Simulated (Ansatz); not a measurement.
VN in space group P6/mmm (No. 191; V on 3f, N on 1a, N on 2d) under volume change, plane-wave PAW HSE06 (Ansatz code), shape and atoms relaxed at each volume.

| V (Å³/atom) | E − E(relaxed) (meV/atom) | P (GPa) |
|---|---|---|
| 8.661 | 82.9 | 33.77 |
| 8.946 | 34.7 | 20.62 |
| 9.232 | 8.2 | 9.46 |
| 9.518 | 0.0 | 0.00 |
| 9.803 | 7.4 | -8.13 |
| 10.089 | 28.2 | -14.87 |
| 10.374 | 59.9 | -20.74 |

Task: What does a third-order Birch–Murnaghan fit give for V₀, B₀ and B′?

Result: V₀ = 9.52 Å³/atom, B₀ = 291 GPa, B′ = 4.4.

The cell is a constructed one: a structure type filled with these elements; neither database checked (COD, Materials Project) lists it. It is not the phase usual at ambient conditions (space group No. 225). The cell was relaxed with HSE06 under the symmetry of its start; its stability against distortions is not shown here. The workflow began spin-polarised and lost its moments. The hybrid run found no gap, on a coarse k-mesh.

Potentials: the later of the program's two PAW sets.
